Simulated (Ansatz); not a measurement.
## Notes on ZrCo3B2

```xyz
6
Lattice="2.4592 4.2595 0.0000 -2.4592 4.2595 0.0000 0.0000 0.0000 3.0777" Properties=species:S:1:pos:R:3 pbc="T T T"
Zr    0.0000    0.0000    0.0000
Co    0.0000    4.2595    1.5389
Co    1.2296    2.1298    1.5389
Co   -1.2296    2.1298    1.5389
B    -0.0002    2.8398    0.0000
B    -0.0002    5.6792    0.0000
```

The numbers come from plane-wave PAW DFT (Ansatz): r2SCAN, no spin polarisation, 500 eV, 6×6×8 Γ-centred k points, methfessel-paxton occupations (width 0.0113 eV). Nothing was relaxed.

Problem. What do density and ELF say about some of the short contacts?

Solution. Co–B at 2.09 Å: least valence density 0.54 e/Å³ and ELF 0.49 there. Co–Co at 2.46 Å: least valence density 0.38 e/Å³ and ELF 0.31 there. Zr–B at 2.84 Å: least valence density 0.19 e/Å³ and ELF 0.15 there. These are pseudo-fields; inside the PAW spheres they differ from the all-electron ones.

Problem. Give the Bader charges.

Solution. Bader charges in e: Zr +1.74, Co -0.26, B -0.49. In the mean Zr gives up most and B takes most.

Problem. Is there a gap?

Solution. It is a metal, with about 2.7 states/eV a cell as the mean within 0.25 eV of the Fermi level, mostly Co d (62 %), Zr d (19 %) and B p (13 %).

Problem. Is the cell too large or too small?

Solution. The pressure is -13.5 GPa (compression positive), so with the atoms held at these fractions the cell would first shrink. The principal stresses -14.9, -12.8, -12.8 GPa differ, so its shape would change too.

Problem. Is it stable against the elements?

Solution. -0.47 eV an atom against the elements' usual phases (free molecules for gases, crystals otherwise, with no correction for O₂ or N₂), so it is bound against them; other compounds may still compete. Relaxing would lower it.

Origin: a database entry at a rescaled volume. Caveats: no spin polarisation, so a magnetic state may lie lower; atoms or cell far from equilibrium.
